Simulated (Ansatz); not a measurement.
# GaN (F-43m): the size of the finite step

```yaml
crystal:
  lattice:
    - [0.00000, 2.22771, 2.22771]
    - [2.22771, 0.00000, 2.22771]
    - [2.22771, 2.22771, 0.00000]
  atoms:
    - { symbol: Ga, position: [0.00000, 0.00000, 0.00000] }
    - { symbol: N, position: [0.25000, 0.25000, 0.25000] }
```

Unless marked otherwise, the numbers come from LDA, PAW on Ansatz 0.2.0's default frozen-core files (fitted under PBE), scalar-relativistic. k mesh 8×8×8, strains of ±0.003, fixed occupations, cutoff 420 eV. The cell was relaxed by PAW under this functional. This phase needn't be the one found at ambient conditions.

Question: Elastic constants come from stresses at strains of ±0.003 (two-point stencil): C11 = 290.5, C12 = 159.3, C44 = 161.5 GPa. What does an amplitude of 0.0002 give?

Answer: C11 = 292.3, C12 = 159.7, C44 = 162.1 GPa. Nothing moves by 1 %. Steps under 0.001 aren't safe in general, since the basis can change from cell to cell and the noise grows as 1/δ.

Caveats: frozen-core PAW files fitted under PBE, their cores solved anew for the functional of the run; constants at zero field, no piezoelectric stiffening; this zinc-blende form is metastable at ambient conditions.
